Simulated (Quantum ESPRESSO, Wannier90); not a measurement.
**Tight-binding from DFT: InSe (R3m)**

```
CELL_PARAMETERS angstrom
     -2.02335     3.50454     0.00000
     -4.04669     0.00000     0.00000
     -2.02335     1.16818     8.60852
ATOMIC_POSITIONS crystal
  In 0.11035 0.11035 0.66895
  In 0.00183 0.00183 0.99451
  Se 0.61971 0.61971 0.14086
  Se 0.82581 0.82581 0.52258
```

Structure: Materials Project mp-22691, symmetrised, not relaxed again. COD (Crystallography Open Database) has the formula in 2 space groups, this one among them (matched by group alone). Computed values, not measurements, from PBEsol: Quantum ESPRESSO (norm-conserving PseudoDojo potentials, cutoff 69 Ry, no spin polarisation, no spin-orbit coupling) on a Γ-centred 6×6×6 mesh, then Wannier90. Density: 10×10×10 mesh, Gaussian smearing 0.01 Ry. The cell is built of weakly bound layers, chains or molecules, whose nearest atoms lie 4.03 Å apart. Database cells relaxed without dispersion often hold them too far apart, which can enlarge gaps and weakens couplings between them; spacing and stacking were not compared with the measured crystal. Spin-orbit coupling is left out although heavy elements are present.

Base run: 16 functions from bands 21-46 of the 46 computed, start hydrogen-like In: s;p; Se: s;p, centres 0.05 Å off the atoms, frozen window up to 1.83 eV relative to the valence-band maximum, outer window open. Rows change the key named; with other orbitals the number of functions and the frozen window follow, as listed; window edges are relative to the valence-band maximum. The misfit compares interpolated bands with pw.x on a high-symmetry path, for states up to 1.3 eV relative to the valence-band maximum. Converged means that the tolerances were met: symmetric starts can stop on a saddle, which shows as a larger Ω_OD at equal Ω_I and can move the misfit too.

Rows with other orbitals or bands describe another subspace, so their Ω_I can't be set against the base's. Runs that didn't settle are not listed.

| setting | orbitals | bands | functions | frozen to (eV) | Ω_I (Å²) | Ω_D (Å²) | Ω_OD (Å²) | rms misfit (meV) | worst (meV) | ended |
|---|---|---|---|---|---|---|---|---|---|---|
| base | In sp, Se sp | 21-46 | 16 | 1.83 | 26.97 | 0.07 | 3.85 | 3.8 | 30 | converged |
| num_iter = 0 (projection only), orbitals on the atoms | In sp, Se sp | 21-46 | 16 | 1.83 | 26.97 | 0.10 | 12.00 | 3.4 | 33 | no minimisation |
| start: the same orbitals exactly on the atoms | In sp, Se sp | 21-46 | 16 | 1.83 | 26.97 | 0.07 | 3.85 | 3.7 | 30 | converged |
| start: SCDM erfc, mu = fit minus three sigma, no disentanglement steps | In 5s, In 5p, Se 4s, Se 4p | 21-46 | 16 | none | 50.61 | 0.84 | 14.84 | 13 | 54 | converged |
